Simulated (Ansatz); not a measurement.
La2O3 (A-La2O3 type, space group P-3m1)

```
La2O3
1.0
    3.90646     0.00000     0.00000
   -1.95323     3.38309     0.00000
    0.00000     0.00000     6.03942
La O
2 3
Direct
  0.33333   0.66667   0.24534
  0.66667   0.33333   0.75466
  0.00000   0.00000   0.00000
  0.33333   0.66667   0.64608
  0.66667   0.33333   0.35392
```

In this cell atom 5 (O, nearest neighbour La at 2.349 Å; its periodic images, 3.9 Å or more away, move with it) is moved by s along Cartesian z, unit vector (0.000, 0.000, 1.000); all other atoms and the cell stay fixed.

Level of theory: PBEsol (plane waves to 420 eV, PAW, scalar-relativistic; Ansatz, a quantum-chemistry and plane-wave program). k mesh 8×8×5 (Γ-centred), Fermi-Dirac smearing 0.05 eV. The energy includes the smearing's −TS. Stress and pressure are positive under compression. Left out: 2 of 11 points, with atoms too close for the PAW data. La2O3 is run without spin polarisation. La2O3 was relaxed with its symmetry unable to fall. The PAW data are Ansatz's earlier set. ΔE is measured from the undisplaced structure.

Problem. What ΔE (eV/cell) and P (GPa) does the calculation give at s (Å) = -0.470, -0.376, -0.282, -0.094, 0.094?

Solution. 
```tsv
s (Å)	ΔE (eV/cell)	P (GPa)
-0.470	0.580	2.84
-0.376	0.406	2.22
-0.282	0.249	1.54
-0.094	0.033	0.34
0.094	0.038	-0.03
```

(For displaced atoms, the force is minus the slope of the energy, and its curvature is a force constant, which sets phonon frequencies.)
